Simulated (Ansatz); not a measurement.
LaGaNi$_{4}$:
```
CELL_PARAMETERS angstrom
      5.14840     0.00000     0.00000
     -2.57420     4.45864     0.00000
      0.00000     0.00000     3.84484
ATOMIC_POSITIONS crystal
  La 0.00000 0.00000 0.00000
  Ga 0.33333 0.66667 0.00000
  Ni 0.66667 0.33333 0.00000
  Ni 0.99353 0.49677 0.50000
  Ni 0.50323 0.00647 0.50000
  Ni 0.50323 0.49677 0.50000
```

Relaxed with r²SCAN.

Q: Which orbitals make up the states near the Fermi level in plane-wave PAW r²SCAN (Ansatz code)?

A: Within 0.5 eV of the Fermi level: Ni 3d 75 %, Ga 4p 7 %, La 5d 7 %. Projections are on Löwdin-orthogonalised atomic valence shells; empty p or d shells of many metals are not among them.

Q: Tabulate the density of states.

A: States/eV per cell of 6 atoms, in 0.25 eV bins, energy from the Fermi level.

```
E (eV)  total  Ni 3d  La 4f  La 5d
------  -----  -----  -----  -----
-7.85    1.12   0.07   0.00   0.10
-7.60    0.95   0.07   0.00   0.09
-7.35    0.89   0.08   0.00   0.09
-7.10    0.83   0.10   0.00   0.09
-6.85    0.67   0.10   0.00   0.08
-6.60    0.00   0.00   0.00   0.00
-6.35    0.00   0.00   0.00   0.00
-6.10    0.04   0.00   0.00   0.00
-5.85    1.27   0.14   0.00   0.12
-5.60    2.40   0.33   0.00   0.33
-5.35    2.84   0.55   0.01   0.43
-5.10    1.07   0.28   0.00   0.15
-4.85    0.28   0.10   0.00   0.04
-4.60    0.15   0.05   0.00   0.02
-4.35    1.01   0.24   0.01   0.15
-4.10    4.17   1.61   0.02   0.54
-3.85    3.52   1.78   0.03   0.30
-3.60    3.24   1.84   0.03   0.30
-3.35    6.02   4.03   0.05   0.45
-3.10    8.64   6.73   0.04   0.38
-2.85    8.32   6.93   0.04   0.46
-2.60   16.74  14.40   0.08   0.74
-2.35   12.16  10.19   0.05   0.62
-2.10   12.59  10.74   0.05   0.58
-1.85   12.72  11.15   0.05   0.52
-1.60   16.67  14.95   0.08   0.60
-1.35   11.59  10.28   0.07   0.44
-1.10   14.80  13.56   0.10   0.45
-0.85   13.69  12.74   0.09   0.29
-0.60    9.40   8.56   0.08   0.20
-0.35    8.27   7.28   0.04   0.28
-0.10    4.78   3.43   0.06   0.36
0.15     2.63   1.42   0.06   0.34
0.40     2.70   1.42   0.08   0.38
0.65     3.22   1.60   0.09   0.61
0.90     4.77   2.13   0.13   1.25
1.15     4.17   1.56   0.14   1.50
1.40     4.11   1.25   0.24   1.43
1.65     4.50   1.11   0.39   1.60
1.90     2.79   0.57   0.44   0.93
2.15     2.83   0.47   0.51   1.11
2.40     1.18   0.15   0.38   0.41
2.65     4.98   0.46   2.54   1.27
2.90    15.01   0.61  12.71   0.84
3.15    18.60   0.44  16.86   0.71
```

Space group P-6m2. The workflow started from a Materials Project entry (that database holds measured and hypothetical structures alike); the Crystallography Open Database copy checked does not list it. With Ga and Ni taken as one species the cell has the higher symmetry P6/mmm, so it may be an ordered model of a mixed-site phase. Whether it is the stable phase at ambient conditions was not checked. The r²SCAN relaxation kept the symmetry of its start; its stability against distortions is not shown here. No spin polarisation was allowed. Scalar-relativistic: spin–orbit coupling is off unless named, which matters more the heavier the elements.

Potentials: the later of the program's two PAW sets.
